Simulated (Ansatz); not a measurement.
Here is the system:

ZnAg:
```xyz
2
Lattice="3.1177 0.0000 0.0000 0.0000 3.1177 0.0000 0.0000 0.0000 3.1177" Properties=species:S:1:pos:R:3 pbc="T T T"
Zn     1.5589     1.5589     1.5589
Ag     0.0000     0.0000     0.0000
```

This is the PBEsol-relaxed structure.

All from PBEsol in the plane-wave PAW code Ansatz, unless another level is named. Estimate the highest zone-centre frequency.

162 cm⁻¹.

Give the bulk modulus (Birch–Murnaghan fit).

115 GPa.

Space group Pm-3m (CsCl type). The first step of the workflow began from a Materials Project structure, measured or hypothetical; the Crystallography Open Database files this formula in space group No. 221, but the cells were not matched. Whether it is the stable phase at ambient conditions was not checked. The cell was relaxed with PBEsol under the symmetry of its start; of distortions, only those at the zone centre were tested. The run is not spin-polarised. As this level gives no gap, phonon frequencies hold no LO–TO term and depend on the k-mesh and smearing (Fermi–Dirac, 0.1 eV here).

Potentials: the later of the program's two PAW sets.
